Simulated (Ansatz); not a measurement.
The relaxed structure here is a generated cell of GePt3: the first start was made by placing the elements on the sites of a structure type, and the end was not matched to a known phase here, so it may be hypothetical.

Relaxation of a generated cell, GePt3 built in the cementite structure type; 16 atoms in the cell, which starts as Pnma (No. 62), oP16; a = 6.9139 Å, b = 9.1661 Å, c = 6.1438 Å, α = β = γ = 90.00°. Calculation: r2SCAN (plane waves to 500 eV, PAW, scalar-relativistic; Ansatz, a first-principles code). Γ-centred k-mesh 3×2×3 on the run's cell (coarser than for final values), Fermi–Dirac smearing 0.05 eV. This is the first round of the run. 

The optimiser's lines from the output (shortened; P is positive under compression):

```
relax step   1: F+E_penalty+E_count = -167637.06572620 eV  Δ(F+E_penalty+E_count) = +0.000e0 eV  max|allowed force component| = 6.970e-1 eV/Å  Δτ_max = 0.0000 Å  P = -27.298 GPa  Ω = 389.351 Å³  (10 SCF iters, dr2 threshold 1.00e-7 eV, accepted)
relax step   2: F+E_penalty+E_count = -167646.19760933 eV  Δ(F+E_penalty+E_count) = -9.132e0 eV  max|allowed force component| = 4.106e-1 eV/Å  Δτ_max = 0.0189 Å  P = -26.099 GPa  Ω = 336.280 Å³  (9 SCF iters, dr2 threshold 1.60e-6 eV, accepted)
relax step   3: F+E_penalty+E_count = -167652.73437415 eV  Δ(F+E_penalty+E_count) = -6.537e0 eV  max|allowed force component| = 4.551e-1 eV/Å  Δτ_max = 0.0194 Å  P = -17.172 GPa  Ω = 290.596 Å³  (9 SCF iters, dr2 threshold 1.60e-6 eV, accepted)
relax step   4: F+E_penalty+E_count = -167655.54859051 eV  Δ(F+E_penalty+E_count) = -2.814e0 eV  max|allowed force component| = 8.651e-1 eV/Å  Δτ_max = 0.0941 Å  P = +0.116 GPa  Ω = 254.711 Å³  (8 SCF iters, dr2 threshold 1.60e-6 eV, accepted)
relax step   5: F+E_penalty+E_count = -167656.83778757 eV  Δ(F+E_penalty+E_count) = -1.289e0 eV  max|allowed force component| = 6.526e-1 eV/Å  Δτ_max = 0.2000 Å  P = +1.772 GPa  Ω = 247.988 Å³  (8 SCF iters, dr2 threshold 1.60e-6 eV, accepted)
relax step   6: F+E_penalty+E_count = -167657.57691757 eV  Δ(F+E_penalty+E_count) = -7.391e-1 eV  max|allowed force component| = 3.033e-1 eV/Å  Δτ_max = 0.1986 Å  P = +0.226 GPa  Ω = 246.826 Å³  (10 SCF iters, dr2 threshold 1.60e-6 eV, accepted)
relax step   7: F+E_penalty+E_count = -167657.87547094 eV  Δ(F+E_penalty+E_count) = -2.986e-1 eV  max|allowed force component| = 3.014e-1 eV/Å  Δτ_max = 0.2000 Å  P = +0.242 GPa  Ω = 245.690 Å³  (10 SCF iters, dr2 threshold 1.60e-6 eV, accepted)
relax step   8: F+E_penalty+E_count = -167657.98404287 eV  Δ(F+E_penalty+E_count) = -1.086e-1 eV  max|allowed force component| = 2.875e-1 eV/Å  Δτ_max = 0.1737 Å  P = +0.086 GPa  Ω = 244.958 Å³  (10 SCF iters, dr2 threshold 1.60e-6 eV, accepted)
relax step   9: F+E_penalty+E_count = -167658.13452917 eV  Δ(F+E_penalty+E_count) = -1.505e-1 eV  max|allowed force component| = 1.696e-1 eV/Å  Δτ_max = 0.1504 Å  P = -0.355 GPa  Ω = 246.049 Å³  (8 SCF iters, dr2 threshold 1.60e-6 eV, accepted)
relax step  10: F+E_penalty+E_count = -167658.01988185 eV  Δ(F+E_penalty+E_count) = +1.146e-1 eV  max|allowed force component| = 1.575e-1 eV/Å  Δτ_max = 0.1695 Å  P = +1.916 GPa  Ω = 243.732 Å³  (8 SCF iters, dr2 threshold 1.60e-6 eV, rejected (line search))
relax step  11: F+E_penalty+E_count = -167658.17409008 eV  Δ(F+E_penalty+E_count) = -3.956e-2 eV  max|allowed force component| = 2.649e-2 eV/Å  Δτ_max = 0.0405 Å  P = -0.458 GPa  Ω = 245.908 Å³  (13 SCF iters, accepted)
relax step  12: F+E_penalty+E_count = -167658.18078175 eV  Δ(F+E_penalty+E_count) = -6.692e-3 eV  max|allowed force component| = 1.745e-2 eV/Å  Δτ_max = 0.0508 Å  P = +0.252 GPa  Ω = 245.190 Å³  (8 SCF iters, dr2 threshold 9.79e-7 eV, accepted)
relax step  13: F+E_penalty+E_count = -167658.18141408 eV  Δ(F+E_penalty+E_count) = -6.323e-4 eV  max|allowed force component| = 4.818e-3 eV/Å  Δτ_max = 0.0172 Å  P = -0.008 GPa  Ω = 245.433 Å³  (7 SCF iters, dr2 threshold 2.78e-7 eV, accepted)
relax step  14: F+E_penalty+E_count = -167658.18143934 eV  Δ(F+E_penalty+E_count) = -2.526e-5 eV  max|allowed force component| = 2.497e-3 eV/Å  Δτ_max = 0.0048 Å  P = +0.003 GPa  Ω = 245.440 Å³  (9 SCF iters, dr2 threshold 1.74e-9 eV, accepted)
relax step  15: F+E_penalty+E_count = -167658.15537566 eV  Δ(F+E_penalty+E_count) = +2.606e-2 eV  max|allowed force component| = 2.416e-3 eV/Å  Δτ_max = 0.0000 Å  P = -0.025 GPa  Ω = 245.440 Å³  stress off target by 2.73e-2 GPa  SCF on the basis re-selected at this cell (its energy is not comparable with the rows above)  (8 SCF iters)
relax step  16: F+E_penalty+E_count = -167658.15539912 eV  Δ(F+E_penalty+E_count) = -2.345e-5 eV  max|allowed force component| = 5.844e-4 eV/Å  Δτ_max = 0.0006 Å  P = +0.003 GPa  Ω = 245.403 Å³  (6 SCF iters, dr2 threshold 1.87e-9 eV, accepted)
relax step  17: F+E_penalty+E_count = -167658.15539096 eV  Δ(F+E_penalty+E_count) = +8.159e-6 eV  max|allowed force component| = 5.817e-4 eV/Å  Δτ_max = 0.0000 Å  P = +0.003 GPa  Ω = 245.403 Å³  stress off target by 5.56e-3 GPa  SCF on the basis re-selected at this cell (its energy is not comparable with the rows above)  (5 SCF iters)
```

From the first to the last row the energy changes by -1.32 eV/atom and the volume by -37.0 %. The last row is marked as not comparable with the walk above it, whose basis was carried along; it does compare with step 1, since both stand on a basis selected at the nominal cutoff for their own cell.

Step 10 was rejected by the optimiser.

Later rounds, restarted from the end of this one on a renewed k-mesh, logged 12 more steps and released under 0.01 eV/atom more. The final structure after all rounds: Imma (No. 74), oI16; a = 5.6331 Å, b = 8.0189 Å, c = 5.4360 Å, α = 90.00°, β = 90.00°, γ = 90.00°. Between re-selections the logged energies stand on a plane-wave basis carried along with the cell. No spin polarisation in the result.

The run could not lose the symmetry of its start, so the end can be a saddle point.
